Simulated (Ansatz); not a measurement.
In$_{2}$TeO$_{2}$:
```yaml
crystal:
  lattice:
    - [3.79728, 0.00000, 0.00000]
    - [-1.89864, 3.28854, 0.00000]
    - [0.00000, 0.00000, 7.03936]
  atoms:
    - { symbol: In, position: [0.66667, 0.33333, 0.80709] }
    - { symbol: In, position: [0.33333, 0.66667, 0.19291] }
    - { symbol: Te, position: [0.00000, 0.00000, 0.50000] }
    - { symbol: O, position: [0.66667, 0.33333, 0.11958] }
    - { symbol: O, position: [0.33333, 0.66667, 0.88042] }
```

Relaxed with r²SCAN (plane waves, PAW; program Ansatz). Indices refer to the conventional cell of P-3m1, a = 3.7973 Å, b = 3.7973 Å, c = 7.0394 Å, α = 90.00°, β = 90.00°, γ = 120.00°.

Question: Simulate the powder diffraction pattern (Co Kα, λ = 1.79026 Å; lines above 1 %) up to 2θ = 90°.

Answer: Simulated powder pattern, Co Kα, λ = 1.79026 Å (kinematic, ideal powder, no thermal factors, no anomalous dispersion; the 30 strongest lines at most, above 1 %, up to 2θ = 90°):

```
2θ (°)  d (Å)  I/Imax (%)                    hkl
------  -----  ----------  ---------------------
29.47   3.520         1.1                 (0002)
34.97   2.979         100  (1 0 -1 1)+(0 1 -1 1)
43.74   2.403          50  (0 1 -1 2)+(1 0 -1 2)
44.85   2.346          17                 (0003)
55.89   1.910         6.0  (0 1 -1 3)+(1 0 -1 3)
56.26   1.899          32             (1 1 -2 0)
67.98   1.601          15             (0 2 -2 1)
70.46   1.552          12  (1 0 -1 4)+(0 1 -1 4)
73.86   1.490          11  (2 0 -2 2)+(0 2 -2 2)
74.67   1.476          23             (1 1 -2 3)
83.33   1.347         1.9  (2 0 -2 3)+(0 2 -2 3)
87.52   1.294         6.9  (0 1 -1 5)+(1 0 -1 5)
87.82   1.291         2.3             (1 1 -2 4)
```

The start of the workflow was typed in or built on a structure type; neither database checked (COD, Materials Project) lists it. Its standing as an ambient phase is unchecked. Symmetry was held in the r²SCAN relaxation; whether a distortion lowers the energy is not shown. Scalar-relativistic: spin–orbit coupling is off unless named, which matters more the heavier the elements.

Potentials: the earlier of the program's two PAW sets.
